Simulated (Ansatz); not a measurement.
## Si: energy along a strain

Si, P6/mmm, a = 2.621 Å, c = 2.466 Å (as given, not relaxed at this level: 2.0 GPa). This isn't the element's structure at ambient conditions. Ansatz: r2SCAN, PAW, 500 eV, Γ-centred 24×24×20 mesh on 1 atom, Gaussian smearing 0.15 eV; no spin polarisation. Cell vectors (Å): 2.621 0.000 0.000; -1.310 2.269 0.000; 0.000 0.000 2.466. The cell is strained by x per cent times the pattern (1 1 0 0 0 0) in the order xx yy zz yz xz xy (engineering shears), with fractional coordinates held. y is the free energy over the start, V0 = 14.668 Å³/atom.

```tsv
x (%)	y (meV/atom)
-6.00	146.07
-4.50	83.63
-3.00	39.45
-1.50	12.18
0.00	0.00
1.50	?
3.00	11.08
4.50	30.49
5.25	42.97
6.00	57.12
```

Fit y = c1 x + c2 x² + c3 x³ to the other rows, get the stiffness along the pattern, and predict the missing energy.

Least squares on the rows shown. y = −3.8642 x + 2.8193 x² − 0.099007 x³. The clamped-ion stiffness p·C·p = 2 × 28.19 eV × 160.2 / 14.668 Å³ = 616 GPa (second derivative at the start, which stands under stress). At x = 1.50 the fit asked for gives 0.21 meV/atom. The run gave 0.32 meV/atom, so the fit is 0.11 meV/atom too low, within the rms miss on the fitted rows (0.17 meV/atom): the form describes this series only roughly.